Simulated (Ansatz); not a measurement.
Pd (diamond, Fd-3m), a = b = c = 5.6839 Å, α = β = γ = 90.00°; the cell used has 2 atoms.

Relaxed with PBEsol.

Problem. Which orbitals make up the states near the Fermi level in PBEsol in the plane-wave PAW code Ansatz?

Solution. Within 0.5 eV of the Fermi level: Pd 4d 89 %, outside the projected shells 11 %. Projections are on Löwdin-orthogonalised atomic valence shells; empty p or d shells of many metals are not among them.

Problem. Tabulate the density of states.

Solution. States/eV per cell of 2 atoms, in 0.25 eV bins, energy from the Fermi level.

| E (eV) | total | Pd 4d | Pd 4s | Pd 4p |
|---|---|---|---|---|
| -5.05 | 0.00 | 0.00 | 0.00 | 0.00 |
| -4.80 | 0.06 | 0.00 | 0.00 | 0.00 |
| -4.55 | 0.16 | 0.00 | 0.00 | 0.00 |
| -4.30 | 0.26 | 0.02 | 0.00 | 0.00 |
| -4.05 | 8.22 | 7.87 | 0.01 | 0.00 |
| -3.80 | 6.75 | 6.36 | 0.01 | 0.01 |
| -3.55 | 6.59 | 6.39 | 0.01 | 0.01 |
| -3.30 | 7.85 | 7.20 | 0.02 | 0.01 |
| -3.05 | 7.77 | 6.80 | 0.05 | 0.01 |
| -2.80 | 4.49 | 4.30 | 0.01 | 0.01 |
| -2.55 | 3.61 | 3.40 | 0.01 | 0.01 |
| -2.30 | 3.40 | 3.14 | 0.01 | 0.01 |
| -2.05 | 3.43 | 3.18 | 0.01 | 0.01 |
| -1.80 | 3.36 | 3.20 | 0.00 | 0.01 |
| -1.55 | 3.29 | 3.15 | 0.00 | 0.01 |
| -1.30 | 4.04 | 3.85 | 0.00 | 0.01 |
| -1.05 | 2.21 | 2.13 | 0.00 | 0.00 |
| -0.80 | 1.10 | 0.94 | 0.00 | 0.00 |
| -0.55 | 3.11 | 2.74 | 0.00 | 0.00 |
| -0.30 | 4.97 | 4.56 | 0.00 | 0.01 |
| -0.05 | 7.93 | 7.54 | 0.00 | 0.01 |
| 0.20 | 1.98 | 1.46 | 0.00 | 0.00 |
| 0.45 | 0.79 | 0.31 | 0.00 | 0.00 |
| 0.70 | 0.61 | 0.16 | 0.00 | 0.00 |
| 0.95 | 0.52 | 0.10 | 0.00 | 0.00 |
| 1.20 | 0.47 | 0.08 | 0.00 | 0.00 |
| 1.45 | 0.77 | 0.12 | 0.00 | 0.00 |
| 1.70 | 0.80 | 0.11 | 0.00 | 0.00 |
| 1.95 | 0.67 | 0.07 | 0.00 | 0.00 |
| 2.20 | 0.73 | 0.06 | 0.00 | 0.00 |
| 2.45 | 0.80 | 0.05 | 0.00 | 0.00 |
| 2.70 | 0.60 | 0.04 | 0.00 | 0.00 |
| 2.95 | 0.51 | 0.03 | 0.00 | 0.00 |
| 3.20 | 0.62 | 0.03 | 0.00 | 0.00 |
| 3.45 | 0.75 | 0.03 | 0.00 | 0.00 |
| 3.70 | 0.73 | 0.02 | 0.00 | 0.00 |
| 3.95 | 0.75 | 0.02 | 0.00 | 0.00 |
| 4.20 | 0.79 | 0.02 | 0.00 | 0.00 |
| 4.45 | 0.81 | 0.02 | 0.00 | 0.00 |
| 4.70 | 0.91 | 0.02 | 0.00 | 0.00 |

The start of the workflow was typed in or built on a structure type; neither database checked (COD, Materials Project) lists it. It is not the phase usual at ambient conditions (space group No. 225). Symmetry was held in the PBEsol relaxation. At this level the phase is mechanically unstable. No spin polarisation was allowed. Spin–orbit coupling is left out wherever it is not named.

Potentials: the earlier of the program's two PAW sets. The files were generated under PBE; for other functionals the program regenerates the frozen cores, and for LDA and PBEsol the local potential too.
